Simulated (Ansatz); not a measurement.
**SnI2O6F2: field gradients at two levels of theory**

Cell: a measured structure from the Crystallography Open Database (COD), its atoms then relaxed with PBE in this cell.

Space group P2_1 (No. 4); a = 5.4360, b = 9.9100, c = 6.2810 Å, β = 105.44°.

| site | Wyckoff | site symmetry | x | y | z |
| --- | --- | --- | --- | --- | --- |
| Sn | 2a | 1 | 0.8076 | 0.1284 | 0.7138 |
| I3 | 2a | 1 | 0.4164 | 0.2458 | 0.0632 |
| I5 | 2a | 1 | 0.1954 | 0.0190 | 0.3593 |
| O7 | 2a | 1 | 0.9449 | 0.0032 | 0.5107 |
| O9 | 2a | 1 | 0.1418 | 0.1986 | 0.2876 |
| O11 | 2a | 1 | 0.1434 | 0.2374 | 0.8101 |
| O13 | 2a | 1 | 0.6612 | 0.2631 | 0.9022 |
| O15 | 2a | 1 | 0.4635 | 0.0295 | 0.6158 |
| O17 | 2a | 1 | 0.4775 | 0.0666 | 0.1280 |
| F19 | 2a | 1 | 0.7042 | 0.2671 | 0.4716 |
| F21 | 2a | 1 | 0.9062 | 0.9900 | 0.9533 |

One atom of each set is listed.

First run. The numbers come from a DFT calculation in Ansatz (PBE, plane waves and PAW, scalar-relativistic, 420 eV cutoff, Γ-centred 4×2×4 k-points, Fermi–Dirac smearing 0.02 eV).

```
site  V_zz (10²¹ V/m²)     η
  Sn             -2.20  0.67
  I3             -57.0  0.11
  I5             -56.2  0.10
  O7             14.26  0.33
  O9             14.66  0.27
 O11             14.82  0.45
 O13             13.43  0.37
 O15             14.96  0.43
 O17             15.32  0.19
 F19             10.94  0.55
 F21             12.06  0.37
```

Second run. The same atoms and settings, except that the functional is r2SCAN and the cutoff is 500 eV.

**Question.** What does the second run give?

**Answer.** 

```
site   V_zz     η  change of V_zz
  Sn  -2.24  0.56           -0.04
  I3  -60.6  0.12           -3.58
  I5  -59.9  0.10           -3.66
  O7  14.76  0.31           +0.50
  O9  15.39  0.26           +0.73
 O11  15.39  0.44           +0.57
 O13  13.91  0.35           +0.48
 O15  15.53  0.41           +0.57
 O17  16.05  0.17           +0.73
 F19  10.73  0.53           -0.21
 F21  11.82  0.35           -0.24
```

The largest change of V_zz is on I5, from -56.2 to -59.9. In per cent, |V_zz| changes by +2 on Sn, +6 to +7 on I, +4 to +5 on O, -2 on F (all sites that start above 0.5). Isomer shifts (Sn against SnO₂, from the density at the nucleus and a line fitted to measured compounds for each functional; the lines scatter by about 0.1 mm/s, so smaller changes between functionals mean little): Sn -0.06 → -0.07 mm/s.

Without spin–orbit coupling the gradients at and beside I can be off by some per cent, at some sites by more.
For the second run: The largest force is 0.8 eV/Å, so the atoms aren't at the calculated equilibrium and relaxing them would move these values. With these PAW files V_zz is typically within 2 to 3 % of all-electron values, but misses above 10 % occur on I, Sn.
